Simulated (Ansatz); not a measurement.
HfO2:
```yaml
crystal:
  lattice:
    - [5.09648, 0.00000, 0.00000]
    - [0.00000, 5.17804, 0.00000]
    - [-0.88063, 0.00000, 5.19682]
  atoms:
    - { symbol: Hf, position: [0.27715, 0.45704, 0.70818] }
    - { symbol: Hf, position: [0.72285, 0.54296, 0.29182] }
    - { symbol: Hf, position: [0.72285, 0.95704, 0.79182] }
    - { symbol: Hf, position: [0.27715, 0.04296, 0.20818] }
    - { symbol: O, position: [0.44714, 0.74181, 0.98002] }
    - { symbol: O, position: [0.55286, 0.25819, 0.01998] }
    - { symbol: O, position: [0.55286, 0.24181, 0.51998] }
    - { symbol: O, position: [0.44714, 0.75819, 0.48002] }
    - { symbol: O, position: [0.07128, 0.33744, 0.34077] }
    - { symbol: O, position: [0.92872, 0.66256, 0.65923] }
    - { symbol: O, position: [0.92872, 0.83744, 0.15923] }
    - { symbol: O, position: [0.07128, 0.16256, 0.84077] }
```

Relaxed with PBEsol. Special points in fractions of this cell's reciprocal vectors: Γ (0.000, 0.000, 0.000); Z (0.000, 0.500, 0.000); D (0.000, 0.500, 0.500); B (0.000, 0.000, 0.500); A (-0.500, 0.000, 0.500); E (-0.500, 0.500, 0.500); C2 (-0.500, 0.500, 0.000); Y2 (-0.500, 0.000, 0.000).

List the band energies nearest the valence-band maximum at these points for DFT-PBEsol in the program Ansatz with PAW potentials.

In eV from the valence-band maximum; about four levels below and three above (degenerate sets whole), none deeper than 8.9 eV; points with the same levels are listed once.

```csv
k,below,above
Γ,-0.58 -0.50 -0.18 0.00,4.44 5.09 5.18
Z,-0.86 -0.86 -0.45 -0.45,4.96 4.96 5.56 5.56
D,-0.91 -0.91 -0.63 -0.63,4.89 4.89 5.10 5.10
B,-0.88 -0.88 -0.49 -0.49,4.69 4.69 5.21 5.21
A,-1.00 -1.00 -0.48 -0.48,4.32 4.32 5.47 5.47
E,-1.09 -1.09 -0.73 -0.73,4.52 4.52 5.23 5.23
C2,-0.95 -0.95 -0.63 -0.63,4.70 4.70 5.23 5.23
Y2,-0.73 -0.61 -0.42 -0.10,3.97 5.08 5.20
```

Space group P2_1/c. The cell was relaxed with PBEsol under the symmetry of its start. No spin polarisation was allowed. Scalar-relativistic: spin–orbit coupling is off unless named, which matters more the heavier the elements.

Potentials: the earlier of the program's two PAW sets. The files were generated under PBE; for other functionals the program regenerates the frozen cores, and for LDA and PBEsol the local potential too.
